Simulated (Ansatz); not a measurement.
Values for one crystal, relaxed and computed with the program Ansatz at the PBEsol level (PAW); other levels are named.

- Volume per atom = 14.91 Å³
- Electronic character = metallic (no gap)
- Zone-centre stability = no imaginary mode at Γ
- Poisson's ratio = 0.27
- Mechanical stability = stable (all eigenvalues of C positive)
- Gap with spin–orbit coupling = none (metallic)
- Young's modulus = 409 GPa

Q: Which of these materials gives this?
(A) Bi2Pt, Pa-3 (Bi on 8c, Pt on 4a)
(B) MoPt, L1₀ or tetragonal B2
(C) YPt3, Cu3Au type
(D) CoMo, L1₀ or tetragonal B2

A: B, MoPt, L1₀ or tetragonal B2

Space group P4/mmm (L1₀ or tetragonal B2). The start of the workflow was typed in or built on a structure type; neither database checked (COD, Materials Project) lists it. Its standing as an ambient phase is unchecked. The cell was relaxed with PBEsol under the symmetry of its start. No spin polarisation was allowed. Spin–orbit coupling is left out wherever it is not named.

Potentials: the later of the program's two PAW sets.
